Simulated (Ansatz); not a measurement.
AlRu (CsCl type), relaxed with r²SCAN (Ansatz, a program for electronic structure, plane waves, PAW): a = 2.983 Å, b = 2.983 Å, c = 2.983 Å, α = 90.00°, β = 90.00°, γ = 90.00°.

| Property | Value |
|---|---|
| ΔH_f (eV/atom) | -0.71 |
| B₀ by P(V) fit (GPa) | 220 |

Q: The same phase is relaxed and computed with PBE in the same code. What are the cell and these values now?

A: a = 3.004 Å, b = 3.004 Å, c = 3.004 Å, α = 90.00°, β = 90.00°, γ = 90.00°.

- ΔH_f (eV/atom): -0.64
- B₀ by P(V) fit (GPa): 203

All cells were relaxed under the symmetry of their starts (and spin orders); stability against distortions was not tested throughout. Rows with no word on spin ran without spin polarisation. Spin–orbit coupling is left out wherever it is not named.

Potentials: the later of the program's two PAW sets.

Ansatz is a plane-wave DFT program.

Formation energies count from the lowest solids of the elements computed at the same level, not from gases.
